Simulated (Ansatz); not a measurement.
# Hf2Si: computed property card

Hf2Si:
```cif
data_Hf4Si2
_chemical_formula_sum 'Si2 Hf4'
_space_group_name_H-M_alt 'P63/mmc'
_space_group_IT_number 194
_space_group_name_Hall '-P 6c 2c'
_cell_length_a 4.74176
_cell_length_b 4.74176
_cell_length_c 5.69497
_cell_angle_alpha 90.000
_cell_angle_beta 90.000
_cell_angle_gamma 120.000
loop_
_atom_site_label
_atom_site_type_symbol
_atom_site_symmetry_multiplicity
_atom_site_Wyckoff_symbol
_atom_site_fract_x
_atom_site_fract_y
_atom_site_fract_z
_atom_site_occupancy
Si1 Si 2 c 0.33333 0.66667 0.25000 1
Hf1 Hf 2 a 0.00000 0.00000 0.00000 1
Hf2 Hf 2 d 0.66667 0.33333 0.25000 1
```

Space group P6_3/mmc (No. 194); conventional cell a = 4.7418 Å, b = 4.7418 Å, c = 5.6950 Å, α = 90.00°, β = 90.00°, γ = 120.00°.

Method: PBE (plane waves, PAW; program Ansatz). Geometry: relaxed at this level of theory. Other levels are named where they apply.

### Cell and energy

| Property | Value |
|---|---|
| Volume per atom | 18.48 Å³ |
| Density | 11.53 g/cm³ |
| Formation energy from the elements (no fitted shifts) | -0.46 eV/atom |

### Electronic structure

| Property | Value |
|---|---|
| Electronic character | metallic (no gap) |
| Density of states at the Fermi level | 0.29 states/eV per atom (mean over ±0.08 eV) |

### Mechanics

| Item | Result |
|---|---|
| Bulk modulus (Birch–Murnaghan fit) | 131 GPa |
| Pressure derivative B′ | 4.1 |

A made-up cell: these elements were put on the sites of a structure type; neither database checked (COD, Materials Project) lists it. Its standing as an ambient phase is unchecked. The PBE relaxation kept the symmetry of its start; whether a distortion lowers the energy is not shown. No spin polarisation was allowed. The references are the lowest solids computed at this level, not always the standard phases. Scalar-relativistic: spin–orbit coupling is off unless named, which matters more the heavier the elements.

Potentials: the later of the program's two PAW sets.
